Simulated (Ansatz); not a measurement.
## MgO₂: do energies and stresses tell the same story?

Theory: DFT r2SCAN, scalar-relativistic, plane waves, PAW in Ansatz 0.2.0.

Cutoff 500 eV; k points 12×12×12 on the computed 3-atom cell (Γ-centred); Gaussian smearing, width 0.02 eV; no spin polarisation.

Relaxed cell: R-3m, a = 3.157 Å, b = 3.157 Å, c = 10.386 Å, α = 90.00°, β = 90.00°, γ = 120.00°, 3 atoms in the primitive cell. Whether it is the stable form of this composition wasn't checked.

Energies at zero smearing and pressures from the stress tensor, at volumes with shape and atoms relaxed:
| V (Å³/atom) | E − E(first) (meV/atom) | P (GPa) |
| --- | --- | --- |
| 8.765 | 0.00 | 22.27 |
| 9.064 | -34.89 | 15.35 |
| 9.363 | -57.83 | 9.43 |
| 9.661 | -70.53 | 4.36 |
| 9.960 | -74.48 | 0.00 |
| 10.259 | -70.91 | -3.72 |
| 10.558 | -60.90 | -6.92 |
| 10.956 | -39.10 | -10.48 |

Check P = −dE/dV between neighbouring volumes, and get the bulk modulus from the pressures alone.

With 1 eV/Å³ = 160.2 GPa:
| middle V (Å³/atom) | −ΔE/ΔV (GPa) | mean P (GPa) |
| --- | --- | --- |
| 8.914 | 18.707 | 18.809 |
| 9.213 | 12.301 | 12.387 |
| 9.512 | 6.813 | 6.891 |
| 9.811 | 2.117 | 2.177 |
| 10.110 | -1.915 | -1.862 |
| 10.408 | -5.368 | -5.321 |
| 10.757 | -8.768 | -8.701 |

The two differ by 0.10 GPa at most. The mean of two end pressures misses the average over a step by about ΔV² P″/12, up to 0.09 GPa here; with that taken off 0.01 GPa remains. Around V = 9.960 Å³/atom, the two neighbours give B = −V ΔP/ΔV = 9.960 × 8.08 / 0.598 = 134.6 GPa, against B0 = 133.9 GPa from the Birch–Murnaghan fit of the energies.